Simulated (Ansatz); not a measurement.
What settings do to one calculation: chalcopyrite alloy of ZnSiP2 and CdSiP2 (2 of 4 Zn sites exchanged), 16 atoms with displaced atoms

Ansatz (PAW, plane waves), atoms fixed. The base input:

```yaml
crystal:
  lattice:
    - [5.463431, -0.000028, -0.000010]
    - [-0.000028, 5.463431, -0.000010]
    - [-0.000018, -0.000018, 10.466252]
  atoms:
    - { symbol: Zn, position: [0.031885, 0.995921, 0.996159] }
    - { symbol: Zn, position: [0.482476, 0.001198, 0.748096] }
    - { symbol: Cd, position: [0.005479, 0.518871, 0.249168] }
    - { symbol: Cd, position: [0.507631, 0.493879, 0.498072] }
    - { symbol: Si, position: [0.031288, 0.999152, 0.515320] }
    - { symbol: Si, position: [0.527151, 0.992058, 0.245290] }
    - { symbol: Si, position: [0.501499, 0.499750, 0.000262] }
    - { symbol: Si, position: [0.009078, 0.505952, 0.761529] }
    - { symbol: P, position: [0.263726, 0.241420, 0.128536] }
    - { symbol: P, position: [0.239070, 0.281768, 0.613895] }
    - { symbol: P, position: [0.711730, 0.721993, 0.123316] }
    - { symbol: P, position: [0.739128, 0.219256, 0.358642] }
    - { symbol: P, position: [0.275666, 0.751542, 0.382745] }
    - { symbol: P, position: [0.257773, 0.723950, 0.876317] }
    - { symbol: P, position: [0.792841, 0.757969, 0.624928] }
    - { symbol: P, position: [0.751386, 0.270365, 0.877694] }
kpoints:
  mp_grid: { grid: [2, 2, 2], shift: [0.5, 0.5, 0.5] }
hamiltonian:
  xc: pbesol
scf:
  occupations: { method: fermi_dirac, width: 0.01 }
output:
  forces: true
  eigenvalues: true
  stress: true
  populations: true
```

Command:

```sh
ansatz run in.yaml --threads 7 --pin off --max-ram 13300MiB --runs-dir r --events-out ev --progress --plain
```

It converged in 9 iterations and 2.3 s of wall time on 7 threads of a Neoverse-V2 processor, on a host shared with other runs; peak host memory 0.95 GiB; largest force component 3.65 eV/Å, pressure 3.89 GPa. The cutoff was the default, 420 eV. The base isn't a converged reference: it has few k points, and its atoms are unrelaxed. Each run below changes the keys shown and caps the iterations.

```tsv
run	changed	ending	iterations	free energy less the base (meV per atom)	rms change of forces (eV/Å)	change of pressure (GPa)	wall time (s, shared host)
1	max_iter 14	converged	9	0.0	0.000	0.00	1.7 CPU
2	max_iter 50, total_charge -2	converged	13	other zero	0.417	-1.10	2.6 CPU
3	mixing beta 0.2, initial_magnetization 8, max_iter 100	converged	18	0.0	0.000	0.00	6.1 CPU
4	dispersion d4, max_iter 80	converged	9	other zero	0.007	-1.59	1.8 CPU
5	xc hf, n_extra_bands 4, max_iter 70	converged	26	other zero	0.919	8.12	58 CPU
6	accuracy high, max_iter 50	converged	12	0.0	0.000	0.00	2.3 CPU
7	dr2_threshold 0.001, max_iter 90	converged	6	0.0	0.000	0.00	1.7 CPU
8	initial_magnetization 8, width 2.0 eV, max_iter 90, k points a 2×2×2 mesh centred on Γ	converged	17	-2388.2	0.653	14.69	13 CPU
9	mixing beta 0.6, max_iter 100	converged	9	0.0	0.000	0.00	1.8 CPU
10	max_iter 90, total_charge 1	converged	10	other zero	0.265	0.52	2.1 CPU
```

«Other zero»: another functional, charge or dispersion term moves the zero of energy, so the difference says nothing of accuracy.

Runs with exact exchange count the iterations of all their loops.

Question: Which changes leave the result alone, and which of the same physical model moves the forces most?

Answer: The forces move by under 0.002 eV/Å in runs 1, 3, 6, 7, 9. Run 8 (initial_magnetization 8, width 2.0 eV, max_iter 90, k points a 2×2×2 mesh centred on Γ) moves them most among the runs with the same functional, charge and dispersion term, by 0.653 eV/Å.
